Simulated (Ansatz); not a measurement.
YbZnSn in space group P6_3mc (No. 186; Yb on 2a, Zn on 2b, Sn on 2b), PBE in the plane-wave PAW code Ansatz, all energies at zero smearing, with the estimated change up to a 700 eV cutoff added, with one set of potentials and settings (totals compare only within such a set). Cell of 6 atoms (2 Yb, 2 Zn, 2 Sn): -46279.621 eV.

```csv
element,reference phase,E (eV/atom)
Yb,"Fm-3m, 1 atoms in the cell",-13795.0278
Zn,"C2/m, 3 atoms in the cell",-3319.0295
Sn,"Fd-3m, 2 atoms in the cell",-6024.2128
```

Formation energy per atom, worked out: (-46279.621 − 2×(-13795.0278) − 2×(-3319.0295) − 2×(-6024.2128))/6 = -0.514 eV/atom (-50 kJ per mol of atoms), at 0 K, without zero-point energy or fitted corrections.

The workflow started from an entry of the Crystallography Open Database (COD). Whether it is the stable phase at ambient conditions was not checked. Symmetry was held in the PBE relaxation; whether a distortion lowers the energy is not shown. The workflow began spin-polarised and lost its moments. The 4f shell is in the valence. No Hubbard U is applied. The references are the lowest solids computed at this level, not always the standard phases. Spin–orbit coupling is left out wherever it is not named.

Potentials: the later of the program's two PAW sets.
